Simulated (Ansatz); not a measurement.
Starting cell, GaN (zinc blende):

```xyz
2
Lattice="0.0000 2.2743 2.2743 2.2743 0.0000 2.2743 2.2743 2.2743 0.0000" Properties=species:S:1:pos:R:3 pbc="T T T"
N      3.4114     3.4114     3.4114
Ga     0.0000     0.0000     0.0000
```

Two-dimensional scan of atom 2 (Ga, nearest neighbour N at 1.970 Å; its periodic images, 3.2 Å or more away, move with it): u runs along (1.000, 0.000, 0.000), v along (0.000, 1.000, 0.000) (Cartesian). Cell and other atoms are fixed.

Level of theory: PBE (plane waves to 420 eV, PAW, scalar-relativistic; Ansatz, a program for electronic structure). k mesh 10×10×10 (Γ-centred), Fermi-Dirac smearing 0.05 eV. Stress and pressure are positive under compression. GaN was relaxed with its symmetry unable to fall.

Changes of P (GPa) from the point u = 0.000 Å, v = 0.000 Å when one coordinate moves alone (two changes are said to add if the coupling is within 5 % of the smaller one, nearly so within 20 %):

```tsv
point	change
u = 0.000 Å, v = -0.490 Å	18.82
u = 0.000 Å, v = -0.327 Å	9.12
u = 0.000 Å, v = -0.163 Å	2.40
u = -0.490 Å, v = 0.000 Å	18.82
u = -0.327 Å, v = 0.000 Å	9.12
u = -0.163 Å, v = 0.000 Å	2.40
u = 0.163 Å, v = 0.000 Å	2.40
u = 0.327 Å, v = 0.000 Å	9.12
u = 0.490 Å, v = 0.000 Å	18.82
u = 0.000 Å, v = 0.163 Å	2.40
u = 0.000 Å, v = 0.327 Å	9.12
u = 0.000 Å, v = 0.490 Å	18.82
```

**Question.** What is the change at u = -0.490 Å, v = 0.163 Å, where both move, and how far is it from the sum?

**Answer.** The sum of the single changes is 18.82 + (2.40) = 21.22; the calculation gives 23.35, so the coupling contributes 2.13 (over 20 % of the smaller single change, not additive).

**Question.** Do the two effects add at u = 0.163 Å, v = -0.163 Å? Give the computed change.

**Answer.** The sum of the single changes is 2.40 + (2.40) = 4.80; the calculation gives 5.05, so the coupling contributes 0.25 (under 20 % of the smaller single change, nearly additive).

**Question.** What is the change at u = -0.327 Å, v = 0.163 Å, where both move, and how far is it from the sum?

**Answer.** The sum of the single changes is 9.12 + (2.40) = 11.52; the calculation gives 12.52, so the coupling contributes 1.00 (over 20 % of the smaller single change, not additive).

(For displaced atoms, the force is minus the slope of the energy, and its curvature is a force constant, which sets phonon frequencies.)
